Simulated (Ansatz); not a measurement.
MoPd in space group Cmcm (No. 63; Mo on 4c, Pd on 4c), the program Ansatz at the PBEsol level (PAW), all energies at zero smearing, with the estimated change up to a 700 eV cutoff added, with one set of potentials and settings (totals compare only within such a set). Cell of 4 atoms (2 Mo, 2 Pd): -23608.189 eV.

```csv
element,reference phase,E (eV/atom)
Mo,"Im-3m, 1 atoms in the cell",-4897.4695
Pd,"Fm-3m, 1 atoms in the cell",-6906.6520
```

Formation energy per atom, worked out: (-23608.189 − 2×(-4897.4695) − 2×(-6906.6520))/4 = 0.013 eV/atom (1 kJ per mol of atoms), at 0 K, without zero-point energy or fitted corrections.

The start of the workflow was typed in or built on a structure type; neither database checked (COD, Materials Project) lists it. Its standing as an ambient phase is unchecked. The PBEsol relaxation kept the symmetry of its start; whether a distortion lowers the energy is not shown. No spin polarisation was allowed. The references are the lowest solids computed at this level, not always the standard phases.

Potentials: the later of the program's two PAW sets.
